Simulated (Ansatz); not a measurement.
Relaxed-ion elastic tensor of ZnNi (CsCl type, Pm-3m) in GPa (Voigt order), PBEsol (plane waves, PAW; program Ansatz); density 8.98 g/cm³, 11.47 Å³ per atom.

```tsv
	1	2	3	4	5	6
1	158	179	179	0.0	0.0	0.0
2	179	158	179	0.0	0.0	0.0
3	179	179	158	0.0	0.0	0.0
4	0.0	0.0	0.0	124	0.0	0.0
5	0.0	0.0	0.0	0.0	124	0.0
6	0.0	0.0	0.0	0.0	0.0	124
```

**Question.** Is the crystal mechanically stable?

**Answer.** No: the smallest eigenvalue of C is -20.5 GPa.

The first step of the workflow began from a Materials Project structure, measured or hypothetical; the Crystallography Open Database files this formula in space group No. 221, but the cells were not matched. Its standing as an ambient phase is unchecked. The PBEsol relaxation kept the symmetry of its start. At this level the phase is mechanically unstable. No spin polarisation was allowed. As this level gives no gap, shear constants depend on the k-mesh and smearing (Fermi–Dirac, 0.1 eV here).

Potentials: the later of the program's two PAW sets.
